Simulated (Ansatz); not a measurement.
# Ansatz 0.2.0, relaxation: AgBiSCl₂

The command:

```bash
ansatz run input.yaml --threads 2 --pin off --max-ram 2560MiB --backend cpu --events-out ev --progress --plain --runs-dir out
```

The input file (Ansatz 0.2.0, plane waves):

```yaml
crystal:
  lattice:
    - [3.930951, 0.0, 0.0]
    - [1.965475, -6.786854, 0.0]
    - [0.0, 0.0, -8.735006]
  atoms:
    - { symbol: Cl, position: [0.34378, 0.31244, 0.43785] }
    - { symbol: Cl, position: [0.65622, 0.68756, 0.93785] }
    - { symbol: Cl, position: [0.65622, 0.68756, 0.56215] }
    - { symbol: Cl, position: [0.34378, 0.31244, 0.06215] }
    - { symbol: Bi, position: [0.29152, 0.41696, 0.75] }
    - { symbol: Bi, position: [0.70848, 0.58304, 0.25] }
    - { symbol: Ag, position: [0.0, 0.0, 0.5] }
    - { symbol: Ag, position: [0.0, 0.0, 0.0] }
    - { symbol: S, position: [0.91903, 0.16194, 0.75] }
    - { symbol: S, position: [0.08097, 0.83806, 0.25] }
  symmetry: { tolerance: 0.0003 }
kpoints:
  mp_grid: { grid: [6, 6, 2], shift: [0, 0, 0] }
magnetization:
  spin_polarized: false
scf:
  occupations: { method: cold, width: 0.0415 }
  lower_state_search: "off"
hamiltonian:
  pseudopotentials: { kind: paw }
  xc: lda
basis:
  ecutwfc: 420
  fft_grid_basis: typed
relax:
  max_steps: 80
  cell: { p_target: 5.0 }
  f_tol: 0.03
output:
  forces: true
  stress: true
  eigenvalues: true
  bader: true
  populations: true
  elf: true
  write_potential: true
  volumetric_format: npy
  dos:
    e_range: [-12, 8]
    de: 0.05
    projected: { site_lists: { Ag: [Ag], Bi: [Bi], Cl: [Cl], S: [S] } }
checkpoint:
  read: saved_state
```

Origin of the cell: a database entry, scaled a little.

The saved state is a converged single point of the same cell.

Steps («new basis» is an SCF on plane waves selected anew at the same cell):

```tsv
step	ΔH (meV/atom)	max force component (eV/Å)	P (GPa)	volume (Å³)	SCF iterations	step was
1	0.0	0.605	-1.81	233.04	6	accepted
2	-63.3	0.432	7.78	202.87	7	accepted
3	-72.0	0.046	4.66	208.52	6	accepted
4	-73.8	0.043	4.88	207.40	5	accepted
5	-74.6	0.044	5.09	206.12	5	accepted
6	-74.7	0.020	5.03	205.98	5	accepted
7	-74.7	0.014	4.98	206.06	5	accepted
8	-74.4	0.013	4.98	206.06	6	new basis
```

Step 1, with forces in eV/Å:

```xyz
10
Lattice="3.931 0.000 0.000 1.965 -6.787 0.000 0.000 0.000 -8.735" Properties=species:S:1:pos:R:3:forces:R:3 pbc="T T T" step=1
Cl    1.965   -2.120   -3.825    0.000    0.030   -0.044
Cl    3.931   -4.666   -8.192    0.000   -0.030   -0.044
Cl    3.931   -4.666   -4.910    0.000   -0.030    0.044
Cl    1.965   -2.120   -0.543    0.000    0.030    0.044
Bi    1.965   -2.830   -6.551    0.000   -0.526    0.000
Bi    3.931   -3.957   -2.184    0.000    0.526    0.000
Ag    0.000    0.000   -4.368    0.000    0.000    0.000
Ag    0.000    0.000    0.000    0.000    0.000    0.000
S     3.931   -1.099   -6.551    0.000    0.605    0.000
S     1.965   -5.688   -2.184    0.000   -0.605    0.000
```

Step 2, with forces in eV/Å:

```xyz
10
Lattice="3.740 0.000 0.000 1.870 -6.472 0.000 0.000 0.000 -8.382" Properties=species:S:1:pos:R:3:forces:R:3 pbc="T T T" step=2
Cl    1.870   -2.014   -3.666    0.000    0.183    0.206
Cl    3.740   -4.458   -7.857    0.000   -0.183    0.206
Cl    3.740   -4.458   -4.716    0.000   -0.183   -0.206
Cl    1.870   -2.014   -0.525    0.000    0.183   -0.206
Bi    1.870   -2.853   -6.286    0.000   -0.280    0.000
Bi    3.740   -3.619   -2.095    0.000    0.280    0.000
Ag    0.000    0.000   -4.191    0.000    0.000    0.000
Ag    0.000    0.000    0.000    0.000    0.000    0.000
S     3.740   -1.053   -6.286    0.000    0.432    0.000
S     1.870   -5.419   -2.095    0.000   -0.432    0.000
```

Step 3, with forces in eV/Å:

```xyz
10
Lattice="3.827 0.000 0.000 1.913 -6.442 0.000 0.000 0.000 -8.460" Properties=species:S:1:pos:R:3:forces:R:3 pbc="T T T" step=3
Cl    1.913   -1.977   -3.681    0.000   -0.023    0.030
Cl    3.827   -4.464   -7.911    0.000    0.023    0.030
Cl    3.827   -4.464   -4.778    0.000    0.023   -0.030
Cl    1.913   -1.977   -0.549    0.000   -0.023   -0.030
Bi    1.913   -2.828   -6.345    0.000   -0.046    0.000
Bi    3.827   -3.613   -2.115    0.000    0.046    0.000
Ag    0.000    0.000   -4.230    0.000    0.000    0.000
Ag    0.000    0.000    0.000    0.000    0.000    0.000
S     3.827   -1.020   -6.345    0.000    0.005    0.000
S     1.913   -5.422   -2.115    0.000   -0.005    0.000
```

Step 4, with forces in eV/Å:

```xyz
10
Lattice="3.852 0.000 0.000 1.926 -6.329 0.000 0.000 0.000 -8.507" Properties=species:S:1:pos:R:3:forces:R:3 pbc="T T T" step=4
Cl    1.926   -1.950   -3.701    0.000    0.034    0.009
Cl    3.852   -4.379   -7.954    0.000   -0.034    0.009
Cl    3.852   -4.379   -4.807    0.000   -0.034   -0.009
Cl    1.926   -1.950   -0.553    0.000    0.034   -0.009
Bi    1.926   -2.788   -6.381    0.000   -0.043    0.000
Bi    3.852   -3.541   -2.127    0.000    0.043    0.000
Ag    0.000    0.000   -4.254    0.000    0.000    0.000
Ag    0.000    0.000    0.000    0.000    0.000    0.000
S     3.852   -0.991   -6.381    0.000   -0.016    0.000
S     1.926   -5.338   -2.127    0.000    0.016    0.000
```

Step 5, with forces in eV/Å:

```xyz
10
Lattice="3.870 0.000 0.000 1.935 -6.231 0.000 0.000 0.000 -8.547" Properties=species:S:1:pos:R:3:forces:R:3 pbc="T T T" step=5
Cl    1.935   -1.912   -3.721    0.000    0.024    0.004
Cl    3.870   -4.320   -7.995    0.000   -0.024    0.004
Cl    3.870   -4.320   -4.827    0.000   -0.024   -0.004
Cl    1.935   -1.912   -0.553    0.000    0.024   -0.004
Bi    1.935   -2.767   -6.411    0.000    0.004    0.000
Bi    3.870   -3.465   -2.137    0.000   -0.004    0.000
Ag    0.000    0.000   -4.274    0.000    0.000    0.000
Ag    0.000    0.000    0.000    0.000    0.000    0.000
S     3.870   -0.975   -6.411    0.000   -0.044    0.000
S     1.935   -5.256   -2.137    0.000    0.044    0.000
```

Step 6, with forces in eV/Å:

```xyz
10
Lattice="3.862 0.000 0.000 1.931 -6.222 0.000 0.000 0.000 -8.572" Properties=species:S:1:pos:R:3:forces:R:3 pbc="T T T" step=6
Cl    1.931   -1.901   -3.730    0.000    0.000   -0.020
Cl    3.862   -4.321   -8.016    0.000    0.000   -0.020
Cl    3.862   -4.321   -4.842    0.000    0.000    0.020
Cl    1.931   -1.901   -0.556    0.000    0.000    0.020
Bi    1.931   -2.771   -6.429    0.000   -0.001    0.000
Bi    3.862   -3.451   -2.143    0.000    0.001    0.000
Ag    0.000    0.000   -4.286    0.000    0.000    0.000
Ag    0.000    0.000    0.000    0.000    0.000    0.000
S     3.862   -0.981   -6.429    0.000    0.016    0.000
S     1.931   -5.241   -2.143    0.000   -0.016    0.000
```

Step 8, with forces in eV/Å:

```xyz
10
Lattice="3.866 0.000 0.000 1.933 -6.215 0.000 0.000 0.000 -8.577" Properties=species:S:1:pos:R:3:forces:R:3 pbc="T T T" step=8
Cl    1.933   -1.898   -3.737    0.000   -0.003    0.008
Cl    3.866   -4.316   -8.026    0.000    0.003    0.008
Cl    3.866   -4.316   -4.840    0.000    0.003   -0.008
Cl    1.933   -1.898   -0.552    0.000   -0.003   -0.008
Bi    1.933   -2.767   -6.433    0.000    0.005    0.000
Bi    3.866   -3.448   -2.144    0.000   -0.005    0.000
Ag    0.000    0.000   -4.289    0.000    0.000    0.000
Ag    0.000    0.000    0.000    0.000    0.000    0.000
S     3.866   -0.976   -6.433    0.000   -0.013    0.000
S     1.933   -5.238   -2.144    0.000    0.013    0.000
```

```
Enthalpy lowered by     : 74.4 meV/atom
Volume change           : -11.58 %
Final pressure          : 4.98 GPa
Relaxation steps listed : 8
```

Caveats: no spin-orbit coupling, though heavy elements are present; the relaxation held the start's symmetry, so the end may be a saddle point.

The run took 2.6 min on 2 threads of Intel(R) Xeon(R) Platinum 8259CL CPU @ 2.50GHz (Skylake/Cascade Lake), on a shared host, peak memory 0.77 GiB, from a saved density.
